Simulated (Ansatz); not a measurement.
**Relaxing a structure of Sr₂H₃I**

The start is a relaxed Sr2H3I cell with every coordinate shifted by Gaussian noise of σ = 0.1 Å. Cell shape, volume and atoms are optimised at zero target pressure with PBE (plane waves to 420 eV, PAW, scalar-relativistic; Ansatz, a program for electronic structure). The first steps use a coarse 6×6×3 k-mesh.

Input geometry:
```yaml
crystal:
  lattice:
    - [4.24561, 0.00000, 0.00000]
    - [-2.12280, 3.67680, 0.00000]
    - [0.00000, 0.00000, 7.71170]
  atoms:
    - { symbol: Sr, position: [0.62084, 0.34034, 0.69635] }
    - { symbol: Sr, position: [0.37317, 0.69932, 0.32066] }
    - { symbol: H, position: [0.98162, 0.00278, 0.51567] }
    - { symbol: H, position: [0.68916, 0.37548, 0.35955] }
    - { symbol: H, position: [0.39614, 0.71177, 0.64441] }
    - { symbol: I, position: [0.98365, 0.97239, 0.00192] }
```

Which atoms feel the largest initial force, and how large is it?

0.99 eV/Å, on Sr1 (atoms numbered as listed).

By how much does the energy per atom fall from start to end?

46 meV/atom.

Does it find its way back to the structure it was made from?

It relaxes back to the parent, P-3m1 (No. 164).

How do the shortest distances between atoms change?

The closest pairs of elements (up to four, under 3.6 Å), start → end: H–Sr 2.25 → 2.47 Å; H–H 2.37 → 2.68 Å; I–Sr 3.32 → 3.49 Å; H–I 3.51 → 3.69 Å.

The end point of the relaxation:

```cif
data_H3ISr2
_chemical_formula_sum 'Sr2 H3 I1'
_space_group_name_H-M_alt 'P-3m1'
_space_group_IT_number 164
_space_group_name_Hall '-P 3 2"'
_cell_length_a 4.24527
_cell_length_b 4.24527
_cell_length_c 7.71285
_cell_angle_alpha 90.000
_cell_angle_beta 90.000
_cell_angle_gamma 120.000
loop_
_atom_site_label
_atom_site_type_symbol
_atom_site_symmetry_multiplicity
_atom_site_Wyckoff_symbol
_atom_site_fract_x
_atom_site_fract_y
_atom_site_fract_z
_atom_site_occupancy
Sr1 Sr 2 d 0.33333 0.66667 0.32195 1
H1 H 1 b 0.00000 0.00000 0.50000 1
H2 H 2 d 0.66667 0.33333 0.35803 1
I1 I 1 a 0.00000 0.00000 0.00000 1
```

Final values are on a 9×9×5 k-mesh of the relaxed cell. No spin polarisation in the result.

The cell that was disturbed is our relaxation of an entry of Materials Project.
